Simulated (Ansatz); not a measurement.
**Question.** Name crystals whose computed values (plane-wave PAW LDA (Ansatz code)) fall in these windows: HSE06 gap (eV) 1.9 to 2.6; ε∞ 5.8 to 7.7.

**Answer.** 

```tsv
crystal	HSE06 gap (eV)	ε∞
GaS, R-3m (Ga on 6c, S on 6c)	2.24	6.80
GaS, P6_3/mmc (Ga on 4f, S on 4f)	2.21	6.78
PtCl2, Pnnm (Pt on 2b, Cl on 4g)	2.23	6.26
HgO, P3_221 (Hg on 3a, O on 3b)	2.50	6.41
TlBr, rock salt	2.31	6.02
```
Others may fit too.

Standing as an ambient phase not checked: GaS, R-3m (Ga on 6c, S on 6c); PtCl2, Pnnm (Pt on 2b, Cl on 4g); HgO, P3_221 (Hg on 3a, O on 3b); TlBr, rock salt. Weakly bound layers, chains or molecules computed without a dispersion correction, so cells and soft constants are ill determined: GaS, R-3m (Ga on 6c, S on 6c); GaS, P6_3/mmc (Ga on 4f, S on 4f); PtCl2, Pnnm (Pt on 2b, Cl on 4g); HgO, P3_221 (Hg on 3a, O on 3b). All cells were relaxed under the symmetry of their starts (and spin orders); stability against distortions was not tested throughout. Rows with no word on spin ran without spin polarisation. Spin–orbit coupling is left out wherever it is not named.

Potentials: the later of the program's two PAW sets.
